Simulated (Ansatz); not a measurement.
Cell and atoms are relaxed with the symmetry kept. Start:

```cif
data_structure
_symmetry_space_group_name_H-M 'R3:H'
_symmetry_Int_Tables_number 146
_cell_length_a 5.2863
_cell_length_b 5.2863
_cell_length_c 14.2400
_cell_angle_alpha 90.000
_cell_angle_beta 90.000
_cell_angle_gamma 120.000
_cell_volume 344.62
loop_
_atom_site_label
_atom_site_type_symbol
_atom_site_symmetry_multiplicity
_atom_site_Wyckoff_symbol
_atom_site_fract_x
_atom_site_fract_y
_atom_site_fract_z
_atom_site_occupancy
In1 In 3 a 0.66667 0.33333 0.12765 1
Ni1 Ni 3 a 0.00000 0.00000 0.00163 1
Ni2 Ni 3 a 0.33333 0.66667 0.17349 1
Sb1 Sb 3 a 0.00000 0.00000 0.30405 1
O1 O 9 b 0.34820 0.02540 0.23894 1
O2 O 9 b 0.31830 0.36880 0.06666 1
```

Computed with Ansatz 0.2.0, DFT r2SCAN, scalar-relativistic, plane waves, PAW.

Plane waves to 500 eV, a k mesh through Γ of 6×6×6 on the computed 10-atom cell and Gaussian smearing (0.02 eV); collinear spin from starting moments 0 -1.78 1.79 0 0 0 0 0 0 0 μB.

Task: What does it relax to?

Result: The volume decreases by 0.45 Å³/atom to 11.03 Å³/atom, and the energy falls by 10.8 meV/atom. The cell ends with a moment of 0.00 μB (only this magnetic start was tried). Final structure:
```cif
data_structure
_symmetry_space_group_name_H-M 'P 1'
_symmetry_Int_Tables_number 1
_cell_length_a 5.5661
_cell_length_b 5.5661
_cell_length_c 5.5661
_cell_angle_alpha 55.897
_cell_angle_beta 55.897
_cell_angle_gamma 55.897
_cell_volume 110.34
loop_
_atom_site_label
_atom_site_type_symbol
_atom_site_fract_x
_atom_site_fract_y
_atom_site_fract_z
_atom_site_occupancy
In1 In 0.20510 0.20510 0.20510 1
Ni1 Ni 0.99930 0.99930 0.99930 1
Ni2 Ni 0.49389 0.49389 0.49389 1
Sb1 Sb 0.69598 0.69598 0.69598 1
O1 O 0.78491 0.08496 0.41273 1
O2 O 0.08496 0.41273 0.78491 1
O3 O 0.41273 0.78491 0.08496 1
O4 O 0.30059 0.88270 0.61622 1
O5 O 0.88270 0.61622 0.30059 1
O6 O 0.61622 0.30059 0.88270 1
```

The state reached may not be the lowest one. Spin-orbit coupling is left out, which matters for the bands of heavy elements.

Cost: 1 run of about 16 core-minutes, on AMD EPYC 7B13 (Zen 3) (shared hosts).